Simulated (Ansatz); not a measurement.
Si2W:
```cif
data_Si6W3
_chemical_formula_sum 'Si6 W3'
_space_group_name_H-M_alt 'P6222'
_space_group_IT_number 180
_space_group_name_Hall 'P 62 2 (0 0 4)'
_cell_length_a 4.57589
_cell_length_b 4.57589
_cell_length_c 6.60326
_cell_angle_alpha 90.000
_cell_angle_beta 90.000
_cell_angle_gamma 120.000
loop_
_atom_site_label
_atom_site_type_symbol
_atom_site_symmetry_multiplicity
_atom_site_Wyckoff_symbol
_atom_site_fract_x
_atom_site_fract_y
_atom_site_fract_z
_atom_site_occupancy
Si1 Si 6 j 0.32761 0.16381 0.16667 1
W1 W 3 d 0.50000 0.00000 0.50000 1
```

Relaxed at zero pressure with DFT-PBEsol in the program Ansatz with PAW potentials.

Problem. The volume is lowered by 3 % and shape and atoms relax at that volume. What pressure results, and how do the axes share the change?

Solution. 7.6 GPa; a -1.1 %, b -1.1 %, c -0.9 %; the energy rises by 9 meV/atom.

Problem. Give the new structure.

Solution. 
Space group P6₂22 (No. 180); a = b = 4.527 Å, c = 6.544 Å, α = β = 90.00°, γ = 120.00°

| atom | site | symmetry | x | y | z |
|---|---|---|---|---|---|
| Si | 6j | ..2 | 0.3274 | 0.1637 | 0.1667 |
| W | 3d | 222 | 0.5000 | 0.0000 | 0.5000 |

The phase is kept; no other phase was compared at this pressure.

Space group P6_222. The workflow started from a Materials Project entry (that database holds measured and hypothetical structures alike); the Crystallography Open Database copy checked does not list it. It is not the phase usual at ambient conditions (space group No. 139). The PBEsol relaxation kept the symmetry of its start; of distortions, only those at the zone centre were tested. No spin polarisation was allowed. Scalar-relativistic: spin–orbit coupling is off unless named, which matters more the heavier the elements.

Potentials: the later of the program's two PAW sets.
